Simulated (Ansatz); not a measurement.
Cs:
```cif
data_Cs2
_chemical_formula_sum 'Cs2'
_space_group_name_H-M_alt 'Im-3m'
_space_group_IT_number 229
_space_group_name_Hall '-I 4 2 3'
_cell_length_a 6.04014
_cell_length_b 6.04014
_cell_length_c 6.04014
_cell_angle_alpha 90.000
_cell_angle_beta 90.000
_cell_angle_gamma 90.000
loop_
_atom_site_label
_atom_site_type_symbol
_atom_site_symmetry_multiplicity
_atom_site_Wyckoff_symbol
_atom_site_fract_x
_atom_site_fract_y
_atom_site_fract_z
_atom_site_occupancy
Cs1 Cs 2 a 0.00000 0.00000 0.00000 1
```
(The calculation used a cell of 1 atom; values per cell refer to that cell.)

Relaxed with PBE+D3(BJ).

### Question
Which orbitals make up the states near the Fermi level in PBE+D3(BJ) (plane waves, PAW; program Ansatz)?

### Answer
Within 0.5 eV of the Fermi level: Cs 6s 86 %, outside the projected shells 13 %. Projections are on Löwdin-orthogonalised atomic valence shells; empty p or d shells of many metals are not among them.

### Question
Tabulate the density of states.

### Answer
States/eV per cell of 1 atom, in 0.25 eV bins, energy from the Fermi level.

```
E (eV)  total  Cs 6s  Cs 5p
------  -----  -----  -----
-7.85    0.00   0.00   0.00
-7.60    0.00   0.00   0.00
-7.35    0.00   0.00   0.00
-7.10    0.00   0.00   0.00
-6.85    0.00   0.00   0.00
-6.60    0.00   0.00   0.00
-6.35    0.00   0.00   0.00
-6.10    0.00   0.00   0.00
-5.85    0.00   0.00   0.00
-5.60    0.00   0.00   0.00
-5.35    0.00   0.00   0.00
-5.10    0.00   0.00   0.00
-4.85    0.00   0.00   0.00
-4.60    0.00   0.00   0.00
-4.35    0.00   0.00   0.00
-4.10    0.00   0.00   0.00
-3.85    0.00   0.00   0.00
-3.60    0.00   0.00   0.00
-3.35    0.00   0.00   0.00
-3.10    0.00   0.00   0.00
-2.85    0.00   0.00   0.00
-2.60    0.00   0.00   0.00
-2.35    0.00   0.00   0.00
-2.10    0.00   0.00   0.00
-1.85    0.00   0.00   0.00
-1.60    0.15   0.14   0.00
-1.35    0.30   0.29   0.00
-1.10    0.42   0.41   0.01
-0.85    0.54   0.53   0.01
-0.60    0.68   0.66   0.01
-0.35    0.86   0.82   0.02
-0.10    1.20   1.10   0.02
0.15     1.45   1.25   0.01
0.40     1.28   0.92   0.01
0.65     1.44   0.43   0.00
0.90     3.24   0.03   0.00
1.15     2.72   0.05   0.00
1.40     2.45   0.07   0.00
1.65     2.92   0.08   0.00
1.90     2.35   0.11   0.00
2.15     1.51   0.10   0.00
2.40     1.49   0.07   0.00
2.65     1.76   0.07   0.00
2.90     2.29   0.08   0.00
3.15     3.91   0.13   0.00
3.40     3.53   0.06   0.00
3.65     4.60   0.03   0.00
3.90     3.34   0.03   0.00
4.15     1.67   0.03   0.00
4.40     1.57   0.05   0.00
```

Symmetry was held in the PBE+D3(BJ) relaxation. The pairwise dispersion correction was not fitted to metals. Scalar-relativistic: spin–orbit coupling is off unless named, which matters more the heavier the elements.

Potentials: the later of the program's two PAW sets.
